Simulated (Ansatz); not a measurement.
Settings and field gradients in CdSe with potassium replacing Cd

Cell: a supercell of CdSe (wurtzite type, P6_3mc) built from a structure deposited in the COD (the entry's cell lengths or inner coordinates differ somewhat from later room-temperature determinations), with all atoms left at the host's positions.

Space group P3m1 (No. 156); a = 8.6000, c = 14.0400 Å, γ = 120.00°.

```csv
site,Wyckoff,site symmetry,x,y,z
K,1a,3m.,0.0000,0.0000,0.0000
Cd2,1a,3m.,0.0000,0.0000,0.5000
Cd3,3d,.m.,0.0000,0.5000,0.0000
Cd4,3d,.m.,0.0000,0.5000,0.5000
Cd9,3d,.m.,0.1667,0.8333,0.2500
Cd10,3d,.m.,0.1667,0.8333,0.7500
Cd15,1c,3m.,0.6667,0.3333,0.2500
Cd16,1c,3m.,0.6667,0.3333,0.7500
Se17,1a,3m.,0.0000,0.0000,0.1925
Se18,1a,3m.,0.0000,0.0000,0.6925
Se19,3d,.m.,0.0000,0.5000,0.1925
Se20,3d,.m.,0.0000,0.5000,0.6925
Se25,3d,.m.,0.1667,0.8333,0.4425
Se26,3d,.m.,0.1667,0.8333,0.9425
Se31,1c,3m.,0.6667,0.3333,0.4425
Se32,1c,3m.,0.6667,0.3333,0.9425
```

One atom of each set is listed.

Reference run. Computed with Ansatz: DFT, PBE, plane waves and PAW, scalar-relativistic, 420 eV cutoff, Γ-centred 3×3×2 k-points, Fermi–Dirac smearing 0.01 eV, cell charge -1.

It gives V_zz (10²¹ V/m²) K 1.19 (η 0.00), Se26 -23.6 (η 0.05), Cd3 5.21 (η 0.11), among others. Each of these runs changes the input as listed (caps on SCF iterations aside):

A. hamiltonian.xc: pbe → revpbe
B. kpoints.mp_grid.shift: not typed → [0.5, 0.5, 0.5]; basis.ecutwfc: not typed → 58.8 Ry; scf.mixing.preconditioner: not typed → ldos

(1) Which of these changes matter for the gradients?

## Answers

(1) 

```csv
run,K V_zz (η),Se26 V_zz (η),Cd3 V_zz (η),"largest change of a gradient tensor, all atoms",note
A,1.17 (0.00),-23.5 (0.05),5.28 (0.12),0.10,converged
B,1.18 (0.01),-23.5 (0.05),5.18 (0.12),0.34,converged; the mesh lowers the symmetry
```

Run B moves them most, on Se17 (V_zz from -20.5 to -20.8); against its own size the tensor moves most on Se18 among sites above 0.3 (by 0.23, V_zz from -0.97 to -1.10).

Run B changes kpoints.mp_grid.shift, basis.ecutwfc together, so the table can't tell their shares apart.

On the reference run: The defect repeats with the cell of 32 atoms, so it feels its images: sites between two images don't show the values beside a lone defect, and zeros or small values of η there can come from the images' arrangement. Cd and Se carry a gradient in the pure host already, so the values there aren't the defect's effect alone. A uniform background compensates the cell's charge. Without spin–orbit coupling (the program notes it for Cd) the gradients can shift somewhat, as the gap is small. With a gap of 0.6 eV on this mesh, small gradients can still move by 0.1 × 10²¹ V/m² or more as the k-mesh gets denser. The neighbours have not yet relaxed around the defect (largest force 2.1 eV/Å), so a real crystal will differ.
